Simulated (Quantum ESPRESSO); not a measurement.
# SiO₂ (P4₁2₁2) under small displacements

```
CELL_PARAMETERS angstrom
      4.99265     0.00000     0.00000
      0.00000     4.99265     0.00000
      0.00000     0.00000     6.93393
ATOMIC_POSITIONS crystal
  Si 0.69866 0.69866 0.50000
  Si 0.80134 0.19866 0.75000
  Si 0.30134 0.30134 0.00000
  Si 0.19866 0.80134 0.25000
  O  0.89357 0.76139 0.32011
  O  0.73861 0.39357 0.57011
  O  0.10643 0.23861 0.82011
  O  0.26139 0.60643 0.07011
  O  0.39357 0.73861 0.42989
  O  0.23861 0.10643 0.17989
  O  0.60643 0.26139 0.92989
  O  0.76139 0.89357 0.67989
```
Geometry: a computed entry of the Materials Project; it was not checked against measured cells. It is SiO2 in P4₁2₁2. Stability against distortions was not tested. Forces on the atoms reach 0.14 eV/Å at this level.

The last row's change in full: Si1 and its equivalents moved by 0.04 Å along (-0.71, -0.71, 0.00), space group kept; the other rows go along the same path.

Method: shieldings by PBE GIPAW on JTH datasets (Quantum ESPRESSO, modified build), 22.5 Ha, k-mesh 3×3×2 shifted, f-sum rule met within 0.014 %. Values are those of the named site's first atom. These are absolute shieldings with no macroscopic susceptibility term; δ = σ_ref − σ needs a reference computed alike. By our sweeps, such settings leave a few ppm in absolute σ. The datasets of Si hold no d projectors, which limits absolute σ on these atoms.

Unchanged cell: σ_iso Si (ppm) = 439.5.

**Question.** How do these values move along the path (displacement (Å): -0.04, +0.04)?

**Answer.** 
```json
[
 {"displacement (Å)": "-0.04", "σ_iso Si (ppm)": "438.0"},
 {"displacement (Å)": "0", "σ_iso Si (ppm)": "439.5"},
 {"displacement (Å)": "+0.04", "σ_iso Si (ppm)": "441.2"}
]
```
